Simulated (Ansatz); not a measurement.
Values for one crystal, relaxed and computed with PBEsol in the plane-wave PAW code Ansatz; other levels are named.

| Quantity | Value |
|---|---|
| Volume per atom | 18.84 Å³ |
| Electronic character | metallic (no gap) |
| Zone-centre stability | unstable, softest mode 55i cm⁻¹ |
| Bulk modulus (Birch–Murnaghan fit) | 65.6 GPa |
| Gap with spin–orbit coupling | none (metallic) |
| Highest zone-centre frequency | 248 cm⁻¹ |
| Pressure derivative B′ | 4.5 |

Question: Which compound is it?
(A) CaZn2Ge2, I4/mmm (Ge on 4e, Ca on 2a, Zn on 4d)
(B) Sb2Au, fluorite or antifluorite type
(C) BaGe3Pt, I4mm (Ba on 2a, Pt on 2a, Ge on 2a, Ge on 4b)
(D) HfC, rock salt

Answer: A, CaZn2Ge2, I4/mmm (Ge on 4e, Ca on 2a, Zn on 4d)

The workflow started from an entry of the Crystallography Open Database (COD). Its standing as an ambient phase is unchecked. Symmetry was held in the PBEsol relaxation. As this level gives no gap, phonon frequencies hold no LO–TO term and depend on the k-mesh and smearing (Fermi–Dirac, 0.1 eV here). Spin–orbit coupling is left out wherever it is not named.

Potentials: the later of the program's two PAW sets.
